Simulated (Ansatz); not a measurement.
**Rh: axial (c/a) deformation path**

The calculation used Ansatz 0.2.0, DFT r2SCAN, scalar-relativistic, plane waves, PAW. Cutoff 500 eV, Γ-centred 24×24×12 k-points, Gaussian smearing of 0.15 eV. No spin polarisation. Energies are free energies at this smearing, counted from the undisturbed cell; pressure is positive in compression.

The starting cell (as given, not relaxed at this level; it stands at -9.6 GPa; this form isn't the usual structure):

```yaml
crystal:
  lattice:
    - [2.73098, 0.00000, 0.00000]
    - [-1.36549, 2.36510, 0.00000]
    - [0.00000, 0.00000, 4.42849]
  atoms:
    - { symbol: Rh, position: [0.66667, 0.33333, 0.75000] }
    - { symbol: Rh, position: [0.33333, 0.66667, 0.25000] }
```

At fixed volume and fractional coordinates, lengths along (0.000, 0.000, 1.000) are scaled against those across it; ρ is that ratio over its starting value. The cell is metallic on the mesh throughout. At -10 GPa the given cell is far from its own equilibrium, so these figures belong to a strongly strained crystal.

```tsv
ρ	ΔE (meV/atom)	pressure (GPa)
0.800	?	?
0.850	145.0	-2.7
0.920	36.8	-7.6
0.960	7.3	-9.1
1.000	0.0	-9.6
1.050	19.8	-9.0
1.100	69.1	-7.1
1.200	254.3	0.6
1.300	?	?
```

Give the withheld values.

ΔE (meV/atom) at ρ = 0.800: 264.5; pressure (GPa) at ρ = 0.800: 2.4; ΔE (meV/atom) at ρ = 1.300: 538.0; pressure (GPa) at ρ = 1.300: 12.6.